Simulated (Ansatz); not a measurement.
Input:

WN₂:
```cif
data_N2W
_chemical_formula_sum 'W1 N2'
_space_group_name_H-M_alt 'P-6m2'
_space_group_IT_number 187
_space_group_name_Hall 'P -6 2'
_cell_length_a 2.87783
_cell_length_b 2.87783
_cell_length_c 3.86725
_cell_angle_alpha 90.000
_cell_angle_beta 90.000
_cell_angle_gamma 120.000
loop_
_atom_site_label
_atom_site_type_symbol
_atom_site_symmetry_multiplicity
_atom_site_Wyckoff_symbol
_atom_site_fract_x
_atom_site_fract_y
_atom_site_fract_z
_atom_site_occupancy
W1 W 1 f 0.66667 0.33333 0.50000 1
N1 N 2 g 0.00000 0.00000 0.18049 1
```

This is the LDA-relaxed structure.

**Question.** All from DFT-LDA in the program Ansatz with PAW potentials, unless another level is named. Give the largest static χ(2) component.

**Answer.** 120 pm/V.

**Question.** And the electronic dielectric constant ε∞ (DFPT)?

**Answer.** 14.5 (xx = yy), 10.9 (zz).

**Question.** What about the Born charges (a third of the trace)?

**Answer.** W +0.14, N -0.07 e.

The first step of the workflow began from a Materials Project structure, measured or hypothetical; the Crystallography Open Database copy checked does not list it. Whether it is the stable phase at ambient conditions was not checked. Symmetry was held in the LDA relaxation; its stability against distortions is not shown here. The run is not spin-polarised. Spin–orbit coupling is left out wherever it is not named.

Potentials: the later of the program's two PAW sets.
